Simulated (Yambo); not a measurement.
Absorption of CsLiWO4 (space group I-4, No. 82) with and without the electron-hole interaction (Yambo, PBEsol bands; 4×4×4 mesh, 12 valence and 11 conduction bands, static screening with 82 bands and a 3 Ry block, scissor 1.82 eV, Tamm-Dancoff; field along x). Axes are Cartesian, with cell vectors (Å) (-3.00, 3.00, 4.41), (3.00, -3.00, 4.41), (3.00, 3.00, -4.41).

| E (eV) | Im ε, BSE | Im ε, independent quasiparticles |
|---|---|---|
| 2.60 | 0.03 | 0.02 |
| 2.70 | 0.03 | 0.02 |
| 2.80 | 0.03 | 0.02 |
| 2.90 | 0.03 | 0.02 |
| 3.00 | 0.03 | 0.02 |
| 3.10 | 0.04 | 0.02 |
| 3.20 | 0.04 | 0.02 |
| 3.30 | 0.05 | 0.03 |
| 3.40 | 0.06 | 0.03 |
| 3.50 | 0.07 | 0.03 |
| 3.60 | 0.10 | 0.03 |
| 3.70 | 0.14 | 0.03 |
| 3.80 | 0.23 | 0.03 |
| 3.90 | 0.40 | 0.03 |
| 4.00 | 0.52 | 0.04 |
| 4.10 | 0.36 | 0.04 |
| 4.20 | 0.23 | 0.04 |
| 4.30 | 0.18 | 0.04 |
| 4.40 | 0.17 | 0.04 |
| 4.50 | 0.21 | 0.05 |
| 4.60 | 0.31 | 0.05 |
| 4.70 | 0.42 | 0.05 |
| 4.80 | 0.34 | 0.06 |
| 4.90 | 0.23 | 0.06 |
| 5.00 | 0.20 | 0.06 |
| 5.10 | 0.20 | 0.07 |
| 5.20 | 0.24 | 0.08 |
| 5.30 | 0.32 | 0.08 |
| 5.40 | 0.51 | 0.09 |
| 5.50 | 0.70 | 0.10 |
| 5.60 | 0.61 | 0.11 |
| 5.70 | 0.53 | 0.12 |
| 5.80 | 0.61 | 0.14 |
| 5.90 | 0.84 | 0.16 |
| 6.00 | 1.16 | 0.19 |
| 6.10 | 1.39 | 0.22 |
| 6.20 | 1.18 | 0.27 |
| 6.30 | 0.93 | 0.33 |
| 6.40 | 0.83 | 0.43 |
| 6.50 | 0.82 | 0.59 |
| 6.60 | 0.89 | 0.87 |
| 6.70 | 1.03 | 1.42 |
| 6.80 | 1.10 | 2.28 |
| 6.90 | 1.18 | 3.19 |
| 7.00 | 1.37 | 3.70 |
| 7.10 | 1.67 | 3.80 |
| 7.20 | 1.92 | 3.41 |
| 7.30 | 1.97 | 2.93 |
| 7.40 | 1.81 | 2.55 |
| 7.50 | 1.66 | 2.25 |
| 7.60 | 1.72 | 2.18 |
| 7.70 | 1.82 | 2.29 |
| 7.80 | 1.94 | 2.57 |
| 7.90 | 2.08 | 2.78 |
| 8.00 | 2.12 | 2.71 |
| 8.10 | 2.15 | 2.43 |
| 8.20 | 2.51 | 2.10 |
| 8.30 | 2.94 | 2.00 |
| 8.40 | 2.92 | 2.20 |
| 8.50 | 2.63 | 2.62 |
| 8.60 | 2.50 | 2.81 |
| 8.70 | 2.37 | 2.65 |
| 8.80 | 2.14 | 2.32 |
| 8.90 | 1.91 | 2.01 |
| 9.00 | 1.75 | 1.85 |
| 9.10 | 1.72 | 1.84 |
| 9.20 | 1.83 | 1.89 |
| 9.30 | 1.97 | 1.97 |
| 9.40 | 1.97 | 2.06 |
| 9.50 | 1.85 | 2.18 |

The scissor comes from a G0W0 run whose convergence isn't established. Broadening 0.15 eV. The band window holds all transitions up to 10.8 eV. Fine structure above the onset can come from the mesh.

Spin-orbit coupling is left out, which matters for elements this heavy: edges can move by tenths of an eV.

Geometry of the Materials Project entry, not relaxed at this level; primitive cell a = 6.117 Å, b = 6.117 Å, c = 6.117 Å, α = 121.29°, β = 121.29°, γ = 87.78°.

The structure is a Materials Project entry; no match was found in the copy of COD used, and its stability was not checked.
